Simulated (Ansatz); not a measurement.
Relaxed PbS (rock salt):

```xyz
4
Lattice="0.0000 6.0090 6.0090 3.0045 0.0000 3.0045 3.0045 3.0045 0.0000" Properties=species:S:1:pos:R:3 pbc="T T T"
S      0.0000     0.0000     0.0000
S      3.0045     3.0045     6.0090
Pb     3.0045     3.0045     3.0045
Pb     3.0045     6.0090     6.0090
```

The atoms are displaced by Q × the pattern below (from a DFPT mode at L = (0.5, 0.0, 0.0), largest move 1; Q in Å), at fixed cell. It is one choice among 2 degenerate patterns. (q is in reciprocal vectors of the primitive cell; the cell shown is doubled to hold the pattern.)

```tsv
atom	x	y	z
Pb3	0.285	-0.520	0.805
Pb4	-0.285	0.520	-0.805
```

Atoms not listed stay in place.

These are PBE (plane waves to 420 eV, PAW, scalar-relativistic; Ansatz, an electronic-structure program) values and carry that method's errors. k mesh 5×10×10 (Γ-centred), Fermi-Dirac smearing 0.05 eV. PbS was relaxed with its symmetry unable to fall. Spin-orbit coupling is left out, though Pb is heavy. The PAW data are Ansatz's earlier set. 

```
Q (Å)   −dE/dQ from forces (eV/Å)
------  -------------------------
-0.180                      0.656
-0.150                      0.540
-0.120                      0.427
-0.090                      0.318
-0.060                      0.210
-0.030                      0.105
0.000                       0.000
0.030                      -0.105
0.060                      -0.210
0.090                      -0.318
0.120                      -0.427
0.150                      -0.540
0.180                      -0.656
```

### Question
What harmonic wavenumber does the curvature at Q = 0 give?

### Answer
48 cm⁻¹. E″ = 3.49 eV/Å², M = Σ mᵢ|uᵢ|² = 414.4 u, ν̃ = 521.5·√(|E″|/M).

(For displaced atoms, the force is minus the slope of the energy, and its curvature is a force constant, which sets phonon frequencies.)
